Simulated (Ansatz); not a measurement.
How far is PAW off for WC?

```
CELL_PARAMETERS angstrom
2.90050 0.02901 0.02901
-1.42513 2.49741 0.01062
0.02829 0.02829 2.82900
ATOMIC_POSITIONS crystal
W 0.00000 0.00000 0.00000
C 0.66667 0.33333 0.50000
```

Atom numbers follow the list: W1, C2.

The cell is a measured one (Crystallography Open Database entry 2102244); the temperature and pressure of the measurement aren't taken into account, and nothing was relaxed. The listed cell was then made from it by scaling, straining or moving an atom.

No spin–orbit coupling, which matters for the heavy atoms here.

Methods: DFT, PBEsol, PAW with Ansatz's default frozen-core files, scalar-relativistic (Ansatz 0.2.0); DFT, PBEsol, all-electron LAPW, scalar-relativistic (Ansatz 0.2.0).

For PAW: a Γ-centred 13×13×12 k mesh, Fermi–Dirac smearing of 0.05 eV, cutoff 420 eV, no spin polarisation; the PAW files were made with PBE, and the program remakes their frozen cores for this functional. LAPW targets a basis error of 1 meV/atom. The Ansatz runs share mesh, smearing and spin set-up. Plane-wave (PAW) pressures include the program's estimate of the Pulay term.

Stress and pressure are positive in compression.

The change that made this cell: equal xy, yz and zx engineering shear strains of +2 %.

PAW results:

```
             quantity     PAW
       pressure (GPa)   -0.34
      stress xx (GPa)   -0.25
      stress yy (GPa)   -0.16
      stress zz (GPa)   -0.60
      stress yz (GPa)   -6.24
      stress xz (GPa)   -6.25
      stress xy (GPa)   -4.83
force on W1, x (eV/Å)   0.088
force on C2, x (eV/Å)  -0.088
```

Problem. What does LAPW (all electrons) give for the same quantities?

Solution. 
| quantity | LAPW |
| --- | --- |
| pressure (GPa) | -0.29 |
| stress xx (GPa) | -0.19 |
| stress yy (GPa) | -0.11 |
| stress zz (GPa) | -0.56 |
| stress yz (GPa) | -6.22 |
| stress xz (GPa) | -6.23 |
| stress xy (GPa) | -4.83 |
| force on W1, x (eV/Å) | 0.088 |
| force on C2, x (eV/Å) | -0.088 |
